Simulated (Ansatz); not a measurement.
## Relaxation path: fcc Pt (100), 4 layers

DFT, LDA, PAW with Ansatz's default frozen-core files, scalar-relativistic (Ansatz 0.2.0); a Γ-centred 15×15×1 k mesh, Fermi–Dirac smearing of 0.05 eV, no spin polarisation. The run relaxes the atoms in the fixed cell.

Command: `ansatz run input.yaml --threads 1 --pin off --max-ram 3584MiB --backend cpu --events-out ev --progress --plain --runs-dir out` It took 59 s on 1 thread of Intel(R) Xeon(R) 6975P-C (Granite Rapids) (shared host), peak memory 0.5 GiB.

```yaml
crystal:
  lattice:
    - [2.7533987118, 0.0, 0.0]
    - [0.0, 2.7533987118, 0.0]
    - [0.0, 0.0, 21.8408]
  atoms:
    - { symbol: Pt, position: [0.25, 0.25, 0.3662860174] }
    - { symbol: Pt, position: [0.75, 0.75, 0.4554286721] }
    - { symbol: Pt, position: [0.25, 0.25, 0.5445713273] }
    - { symbol: Pt, position: [0.75, 0.75, 0.6337139826] }
kpoints:
  mp_grid: { grid: [15, 15, 1] }
scf:
  occupations: { method: fermi_dirac, width: 0.05 }
hamiltonian:
  xc: lda
  pseudopotentials: { kind: paw }
output:
  forces: true
  stress: true
  eigenvalues: true
relax:
  f_tol: 0.01
  max_steps: 40
efield:
  axis: 3
  amplitude: 0
  dipole_correction: true
```

Each step lists its free energy a cell above the last geometry, and Cartesian positions (Å) with forces (eV/Å).

The first step:

```
step 1  dF = 31.40 meV
  Pt 0.6884 0.6884 8.0000   0.0000 0.0000 0.4736
  Pt 2.0650 2.0650 9.9469   0.0000 0.0000 -0.2413
  Pt 0.6884 0.6884 11.8939   0.0000 0.0000 0.2413
  Pt 2.0650 2.0650 13.8408   0.0000 0.0000 -0.4736
```

Spin–orbit coupling is left out, which matters for the heavy atoms. The PAW files were made under PBE.

Where does the relaxation end, and by which steps?

After 4 geometries, with a shortest distance of 2.712 Å. The further steps:
```
step 2  dF = 51.64 meV  (not accepted)
  Pt 0.6884 0.6884 8.1565   0.0000 0.0000 -0.6802
  Pt 2.0650 2.0650 9.9765   0.0000 0.0000 0.3052
  Pt 0.6884 0.6884 11.8643   0.0000 0.0000 -0.3053
  Pt 2.0650 2.0650 13.6843   0.0000 0.0000 0.6802
step 3  dF = 0.39 meV
  Pt 0.6884 0.6884 8.0769   0.0000 0.0000 -0.0589
  Pt 2.0650 2.0650 9.9586   0.0000 0.0000 0.0523
  Pt 0.6884 0.6884 11.8822   0.0000 0.0000 -0.0523
  Pt 2.0650 2.0650 13.7639   0.0000 0.0000 0.0589
step 4  dF = 0.00 meV
  Pt 0.6884 0.6884 8.0704   0.0000 0.0000 -0.0010
  Pt 2.0650 2.0650 9.9587   0.0000 0.0000 -0.0010
  Pt 0.6884 0.6884 11.8821   0.0000 0.0000 0.0010
  Pt 2.0650 2.0650 13.7704   0.0000 0.0000 0.0010
step 5  dF = 0.00 meV  (same geometry, solved once more)
  Pt 0.6884 0.6884 8.0704   0.0000 0.0000 -0.0010
  Pt 2.0650 2.0650 9.9587   0.0000 0.0000 -0.0009
  Pt 0.6884 0.6884 11.8821   0.0000 0.0000 0.0009
  Pt 2.0650 2.0650 13.7704   0.0000 0.0000 0.0010
```
